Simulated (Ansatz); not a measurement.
# Zincblende alloy of ZnS and ZnSe (20 of 32 S sites exchanged), 64 atoms

Level of theory: Ansatz, DFT, PBEsol, PAW, plane waves.

Command:

```sh
ansatz run in.yaml --threads 8 --pin off --max-ram 118750MiB --runs-dir r --events-out ev --progress --plain --backend cuda --devices 0,
```

The input less its lattice and atoms:

```yaml
crystal:
  symmetry: { detect: false }
kpoints:
  mp_grid: { grid: [1, 1, 1], shift: [0.25, 0.25, 0.25] }
hamiltonian:
  xc: pbesol
scf:
  occupations: { method: fermi_dirac, width: 0.01 }
relax:
  f_tol: 0.03
  max_steps: 80
  escape_saddle: false
  adjacent_minimum: "off"
  cell: { fix: [shape] }
output:
  forces: true
  eigenvalues: true
  populations: true
```

Start:

```xyz
64
Lattice="11.0561 0.0000 0.0000 0.0000 11.0561 0.0000 0.0000 0.0000 11.0561" Properties=species:S:1:pos:R:3 pbc="T T T"
Zn   11.0457    0.0152    0.0006
Zn   11.0332    0.0185    5.5325
Zn   11.0391    5.5000    0.0116
Zn    0.0188    5.5419    5.5101
Zn    5.5129    0.0264    0.0230
Zn    5.5321    0.0071    5.5324
Zn    5.5170    5.5294   11.0262
Zn    5.4883    5.5199    5.5197
Zn    2.7868    2.7651    0.0068
Zn    2.7410    2.7567    5.5089
Zn    2.7738    8.3065   11.0177
Zn    2.7724    8.2761    5.5474
Zn    8.2941    2.7430    0.0480
Zn    8.3228    2.7533    5.5009
Zn    8.3033    8.2896   11.0361
Zn    8.3078    8.2827    5.5420
Zn    2.7694    0.0110    2.7562
Zn    2.7421   11.0437    8.3057
Zn    2.7806    5.5134    2.7693
Zn    2.7213    5.5043    8.2890
Zn    8.3167    0.0124    2.8009
Zn    8.2979   11.0526    8.3011
Zn    8.3011    5.5166    2.7896
Zn    8.3026    5.4949    8.2904
Zn    0.0198    2.7970    2.7635
Zn    0.0095    2.7548    8.2807
Zn    0.0062    8.2894    2.7698
Zn    0.0101    8.2809    8.2905
Zn    5.5468    2.7210    2.7593
Zn    5.5462    2.7466    8.2678
Zn    5.5522    8.2785    2.7469
Zn    5.5272    8.3104    8.3059
S     1.3542    1.3971    1.3859
S     1.3987    6.8979    1.3212
S     1.3748    6.9068    6.9072
S     6.9525    1.3944    1.3601
S     4.1946    4.1905    1.3493
S     4.1352    9.6888    1.3727
S     9.6697    4.1140    1.3846
S     4.1688    1.3645    9.6769
S     4.1269    6.9090    9.6649
S     1.3955    4.1008    9.6671
S     6.9164    4.1613    4.1269
S     6.9131    9.6792    4.1336
Se    1.3753    1.3854    6.9340
Se    6.8989    1.3633    6.9178
Se    6.9098    6.8977    1.3799
Se    6.8987    6.9167    6.8979
Se    4.1154    4.1397    6.9247
Se    4.1151    9.7002    6.9059
Se    9.6827    4.1405    6.9334
Se    9.6623    9.7141    1.3996
Se    9.6822    9.6718    6.9068
Se    4.1594    1.3324    4.1483
Se    4.1269    6.9249    4.1074
Se    9.6619    1.3902    4.1374
Se    9.6841    1.3763    9.6434
Se    9.6449    6.9017    4.1650
Se    9.6774    6.9111    9.6740
Se    1.4257    4.1267    4.1670
Se    1.3511    9.6802    4.1296
Se    1.3642    9.6768    9.6905
Se    6.9063    4.1451    9.6956
Se    6.9199    9.6527    9.6872
```

Steps:

| step | energy less the first (eV) | largest force component (eV/Å) | pressure (GPa) |
| --- | --- | --- | --- |
| start | 0.000 | 1.000 | 0.39 |
| 1 | -1.015 | 0.469 | -0.12 |
| 2 | -1.214 | 0.041 | -0.06 |
| 3 | -1.216 | 0.019 | 0.00 |

A structure on the way, about -1.02 eV from the start:

```
Zn S Se
1.0
    11.06804    0.00000    0.00000
     0.00000   11.06804    0.00000
     0.00000    0.00000   11.06804
Zn S Se
32 12 20
Direct
  0.00346 0.00283 0.00323
  0.00000 0.00137 0.49838
  0.00254 0.49594 0.00504
  0.00476 0.50424 0.50047
  0.49480 0.00510 0.00497
  0.50083 0.99863 0.49633
  0.49210 0.49853 0.00020
  0.49970 0.49638 0.49605
  0.25065 0.25173 0.99965
  0.24957 0.25128 0.49615
  0.25384 0.74676 0.00283
  0.24948 0.74595 0.50383
  0.74775 0.24907 0.01023
  0.74964 0.25278 0.49568
  0.74982 0.74872 0.99869
  0.74815 0.75043 0.49625
  0.25117 0.00062 0.24263
  0.25275 0.00160 0.75452
  0.25268 0.49951 0.24409
  0.24592 0.49994 0.75441
  0.74622 0.99996 0.25040
  0.75039 0.00076 0.75289
  0.74910 0.49404 0.24986
  0.74902 0.49741 0.75152
  0.00219 0.25111 0.24208
  0.00392 0.25342 0.75363
  0.00477 0.74691 0.24592
  0.00431 0.74761 0.74949
  0.50254 0.25199 0.24500
  0.49773 0.24612 0.75259
  0.50111 0.75414 0.24760
  0.49680 0.74639 0.75571
  0.12749 0.12762 0.12247
  0.12738 0.62171 0.12169
  0.12669 0.62349 0.62762
  0.62383 0.12557 0.12527
  0.37426 0.37437 0.12214
  0.37470 0.87584 0.12322
  0.87541 0.37351 0.12472
  0.37430 0.12561 0.87965
  0.37117 0.62298 0.87735
  0.12668 0.37496 0.87802
  0.62428 0.37412 0.37132
  0.62372 0.87576 0.37214
  0.12659 0.12652 0.62689
  0.62348 0.12448 0.62417
  0.62255 0.62296 0.12484
  0.62272 0.62466 0.62347
  0.37321 0.37556 0.62730
  0.37474 0.87450 0.62629
  0.87678 0.37616 0.62564
  0.87456 0.87615 0.12565
  0.87512 0.87381 0.62391
  0.37702 0.12438 0.36907
  0.37459 0.62598 0.37114
  0.87317 0.12682 0.37092
  0.87582 0.12778 0.87816
  0.87451 0.62297 0.37200
  0.87833 0.62227 0.87660
  0.12642 0.37563 0.37068
  0.12661 0.87394 0.37185
  0.12834 0.87357 0.87897
  0.62204 0.37366 0.87950
  0.62130 0.87563 0.87849
```

End:

```
Zn S Se
1.0
    11.05677    0.00000    0.00000
     0.00000   11.05677    0.00000
     0.00000    0.00000   11.05677
Zn S Se
32 12 20
Direct
  0.00574 0.00406 0.00489
  0.00015 0.00118 0.49811
  0.00530 0.49422 0.00529
  0.00566 0.50469 0.50371
  0.49511 0.00578 0.00579
  0.50274 0.99496 0.49464
  0.48992 0.49991 0.00051
  0.50403 0.49423 0.49348
  0.25086 0.25116 0.00050
  0.25132 0.25006 0.49796
  0.25529 0.74579 0.00564
  0.24643 0.74429 0.50447
  0.74929 0.24996 0.01037
  0.74603 0.25504 0.49456
  0.75049 0.74920 0.00016
  0.74459 0.75419 0.49234
  0.25019 0.00059 0.23984
  0.25646 0.00441 0.75714
  0.25213 0.49879 0.24007
  0.24598 0.50325 0.75681
  0.74002 0.00099 0.24844
  0.75058 0.00058 0.75134
  0.75139 0.49068 0.24834
  0.74918 0.49923 0.75136
  0.00148 0.24905 0.24026
  0.00589 0.25651 0.75712
  0.00585 0.74299 0.24342
  0.00577 0.74602 0.74721
  0.50258 0.25555 0.24340
  0.49440 0.24473 0.75631
  0.49845 0.75916 0.24870
  0.49365 0.74325 0.75671
  0.12845 0.12775 0.12203
  0.12831 0.62144 0.12161
  0.12716 0.62257 0.62809
  0.62166 0.12649 0.12561
  0.37370 0.37331 0.12193
  0.37464 0.87613 0.12302
  0.87673 0.37341 0.12437
  0.37356 0.12641 0.88156
  0.37038 0.62288 0.87848
  0.12835 0.37607 0.87988
  0.62435 0.37339 0.36930
  0.62291 0.87603 0.37069
  0.12650 0.12583 0.62783
  0.62296 0.12541 0.62342
  0.62208 0.62302 0.12616
  0.62296 0.62484 0.62340
  0.37386 0.37656 0.62777
  0.37481 0.87353 0.62625
  0.87653 0.37524 0.62460
  0.87524 0.87614 0.12654
  0.87483 0.87274 0.62353
  0.37722 0.12497 0.36876
  0.37488 0.62453 0.37163
  0.87280 0.12634 0.36982
  0.87601 0.12769 0.87911
  0.87493 0.62314 0.37252
  0.87930 0.62172 0.87715
  0.12518 0.37602 0.37033
  0.12701 0.87336 0.37152
  0.12886 0.87320 0.87830
  0.62220 0.37345 0.87944
  0.62021 0.87619 0.87792
```

The calculation finished and met its thresholds.

Time: 8.4 s of wall time on one NVIDIA GB300 with 8 processor threads, on a host shared with other runs; peak host memory 2.2 GiB.

How much energy did the relaxation gain, and which atom moved most?

1.22 eV in 3 steps, from a start with small random displacements; atom 21 (Zn) moved 0.15 Å, the median atom 0.07 Å (drift of the whole cell removed).
